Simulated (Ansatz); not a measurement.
**SrHfN₂, first-principles data**

SrHfN₂:
```
CELL_PARAMETERS angstrom
      6.38617     0.00000     0.00000
      0.00000     7.89353     0.00000
      0.00000     0.00000     5.75227
ATOMIC_POSITIONS crystal
  Sr 0.58285 0.87927 0.97669
  Sr 0.41715 0.12073 0.47669
  Sr 0.91715 0.37927 0.47669
  Sr 0.08285 0.62073 0.97669
  Hf 0.06477 0.12631 0.99539
  Hf 0.93523 0.87369 0.49539
  Hf 0.43523 0.62631 0.49539
  Hf 0.56477 0.37369 0.99539
  N  0.61934 0.83734 0.42874
  N  0.38066 0.16266 0.92874
  N  0.88066 0.33734 0.92874
  N  0.11934 0.66266 0.42874
  N  0.54547 0.40842 0.34520
  N  0.45453 0.59158 0.84520
  N  0.95453 0.90842 0.84520
  N  0.04547 0.09158 0.34520
```

Space group Pna2_1 (No. 33); conventional cell a = 6.3862 Å, b = 7.8935 Å, c = 5.7523 Å, α = 90.00°, β = 90.00°, γ = 90.00°.

Method: plane-wave PAW r²SCAN (Ansatz code). Structure relaxed to zero pressure with the same functional. Other levels are named where they apply.

**Cell and energy**

```json
{
  "volume_per_atom": "18.12 Å³",
  "density": "6.74 g/cm³",
  "Formation energy from the elements (no fitted shifts)": "-1.59 eV/atom"
}
```

**Electronic structure**

```json
{
 "band_gap": "2.58 eV (direct)",
 "valence_band_maximum": "at Γ",
 "conduction_band_minimum": "at Γ",
 "electron_effective_mass": "0.39, 0.42, 0.42 mₑ (principal values)",
 "hole_effective_mass": "0.79, 0.97, 1.4 mₑ (principal values)"
}
```

**Charges**

```json
{
  "bader_charges": "Sr +1.48, Hf +2.26, N -1.89 to -1.85 e"
}
```

The start of the workflow was typed in or built on a structure type; neither database checked (COD, Materials Project) lists it. Its standing as an ambient phase is unchecked. The cell was relaxed with r²SCAN under the symmetry of its start; whether a distortion lowers the energy is not shown. No spin polarisation was allowed. The references are the lowest solids computed at this level, not always the standard phases (solids in place of the gases). Spin–orbit coupling is left out wherever it is not named.

Potentials: the earlier of the program's two PAW sets. The files were generated under PBE; for other functionals the program regenerates the frozen cores, and for LDA and PBEsol the local potential too.
